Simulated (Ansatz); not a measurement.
Trial structure of TiSn3O8, not yet relaxed:

```cif
data_structure
_symmetry_space_group_name_H-M 'P 1'
_symmetry_Int_Tables_number 1
_cell_length_a 4.0821
_cell_length_b 4.0821
_cell_length_c 10.2608
_cell_angle_alpha 90.000
_cell_angle_beta 90.000
_cell_angle_gamma 90.000
_cell_volume 170.98
loop_
_atom_site_label
_atom_site_type_symbol
_atom_site_fract_x
_atom_site_fract_y
_atom_site_fract_z
_atom_site_occupancy
Ti1 Ti 0.50000 0.50000 0.00000 1
Sn1 Sn 0.00000 0.50000 0.25000 1
Sn2 Sn 0.50000 0.00000 0.75000 1
Sn3 Sn 0.00000 0.00000 0.50000 1
O1 O 0.00000 0.50000 0.45660 1
O2 O 0.50000 0.00000 0.95660 1
O3 O 0.00000 0.00000 0.70660 1
O4 O 0.50000 0.50000 0.20660 1
O5 O 0.00000 0.00000 0.29340 1
O6 O 0.50000 0.50000 0.79340 1
O7 O 0.00000 0.50000 0.04340 1
O8 O 0.50000 0.00000 0.54340 1
```

Level of theory: DFT PBE, scalar-relativistic, plane waves, PAW (Ansatz 0.2.0). Cutoff 420 eV; k points 4×4×2 on the computed 12-atom cell (Γ-centred); Gaussian smearing, width 0.10 eV; collinear spin from starting moments 1.0 0.0 0.0 0.0 0.0 0.0 0.0 0.0 0.0 0.0 0.0 0.0 μB.

Formation energies are uncorrected and refer to the elements' standard structures at the same level (O₂ as a molecule). The references include grey tin.

Question: Estimate its pressure, forces and energy as it stands.

Answer: The pressure is -8.1 GPa (the mean over three directions, positive in compression), the largest force is 1.63 eV/Å, and the energy is −1.86 eV/atom against the elements. The shortest distance is 2.09 Å.

Question: Is it a good guess?

Answer: A good one: relaxing gains about 0.04 eV/atom in 11 ionic steps and ends at −1.902 eV/atom on the finer mesh. The symmetry stays P-4m2 (No. 115). The volume per atom shrinks by 4.5 %, from 14.2 to 13.6 Å³. The shortest distance goes from 2.09 Å (Sn–O and Ti–O) to 1.98 Å (Ti–O). Conventional cell: a = 3.971 Å, c = 10.361 Å. Ti has 6 O at 1.98–2.03 Å and 4 Sn at 3.21 Å; Sn on a site of symmetry 2mm is surrounded by 6 O at 2.06–2.12 Å and 2 Ti at 3.21 Å; around O on its first site lie 3 Sn at 2.06–2.12 Å; 4 more sites not described.

The last run used an 8×8×4 mesh (in the run's order of axes) for its 12-atom cell and Gaussian smearing of 0.02 eV. The relaxation can't lower the symmetry of the start, and the grade says only how near the guess is to its own end. A structure relaxed within its symmetry needn't be a true minimum.
